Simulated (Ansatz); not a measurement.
CdSiN$_{2}$:
```
CELL_PARAMETERS angstrom
      1.46070     0.84334     5.54204
     -1.46070     0.84334     5.54204
      0.00000    -1.68667     5.54204
ATOMIC_POSITIONS crystal
  Cd 0.00000 0.00000 0.00000
  Si 0.50000 0.50000 0.50000
  N  0.77447 0.77447 0.77447
  N  0.22553 0.22553 0.22553
```

Plane-wave PAW PBE (Ansatz code) gives a gap of 0.97 eV without spin–orbit coupling, maximum on the Γ–S0 line, 58 % of the way from Γ, minimum at Γ.

**Question.** What happens when spin–orbit coupling is switched on?

**Answer.** The gap is nearly the same, to 0.97 eV; maximum on the Γ–S0 line, 58 % of the way from Γ, minimum at Γ.

**Question.** Give the electron effective mass with spin–orbit coupling.

**Answer.** 0.13, 0.27, 0.27 mₑ (principal values).

**Question.** Give the hole effective mass with spin–orbit coupling.

**Answer.** 0.33, 1.0, 1.5 mₑ (principal values).

Space group R-3m. The start of the workflow was typed in or built on a structure type; neither database checked (COD, Materials Project) lists it. Its standing as an ambient phase is unchecked. The PBE relaxation kept the symmetry of its start; its stability against distortions is not shown here.

Potentials: the earlier of the program's two PAW sets.
